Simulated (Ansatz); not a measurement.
Here is the system:

Ca6Sb2PN:
```cif
data_Ca6NPSb2
_chemical_formula_sum 'Ca6 Sb2 P1 N1'
_space_group_name_H-M_alt 'P 1'
_space_group_IT_number 1
_cell_length_a 7.22911
_cell_length_b 7.22911
_cell_length_c 7.22911
_cell_angle_alpha 60.000
_cell_angle_beta 60.000
_cell_angle_gamma 60.000
loop_
_space_group_symop_operation_xyz
  'x, y, z'
loop_
_atom_site_label
_atom_site_type_symbol
_atom_site_fract_x
_atom_site_fract_y
_atom_site_fract_z
_atom_site_occupancy
Ca1 Ca 0.26423 0.73577 0.73577 1
Ca2 Ca 0.73577 0.26423 0.26423 1
Ca3 Ca 0.73577 0.26423 0.73577 1
Ca4 Ca 0.26423 0.73577 0.26423 1
Ca5 Ca 0.73577 0.73577 0.26423 1
Ca6 Ca 0.26423 0.26423 0.73577 1
Sb1 Sb 0.25000 0.25000 0.25000 1
Sb2 Sb 0.75000 0.75000 0.75000 1
P1 P 0.00000 0.00000 0.00000 1
N1 N 0.50000 0.50000 0.50000 1
```

This is the PBE-relaxed structure.

Task: All from PBE in the plane-wave PAW code Ansatz, unless another level is named. Estimate the hole effective mass, band 1 of 3 at the edge.

Result: 0.38 along [100], 0.38 along [110], 0.28 along [111] (mₑ).

Task: Predict the hole effective mass with spin–orbit coupling, band 2 of 2 at the edge.

Result: 0.087 along [100], 0.097 along [110], 0.10 along [111] (mₑ).

Task: And the formation energy from the elements (no fitted shifts)?

Result: -1.06 eV/atom.

Task: Give the electron effective mass with spin–orbit coupling, band 1 of 2 at the edge.

Result: 0.90 along [100], 0.36 along [110], 0.25 along [111] (mₑ).

Task: Give the weight of the valence-edge state by species (Voronoi cells).

Result: Sb 49 %, N 18 %, P 16 %, Ca 16 %.

Space group Fm-3m. The start of the workflow was typed in or built on a structure type; neither database checked (COD, Materials Project) lists it. Its standing as an ambient phase is unchecked. Symmetry was held in the PBE relaxation; whether a distortion lowers the energy is not shown. The references are the lowest solids computed at this level, not always the standard phases (solids in place of the gases). Scalar-relativistic: spin–orbit coupling is off unless named, which matters more the heavier the elements.

Potentials: the later of the program's two PAW sets.

Edges and masses are those of Kohn–Sham bands, whose gap is no quasiparticle gap.
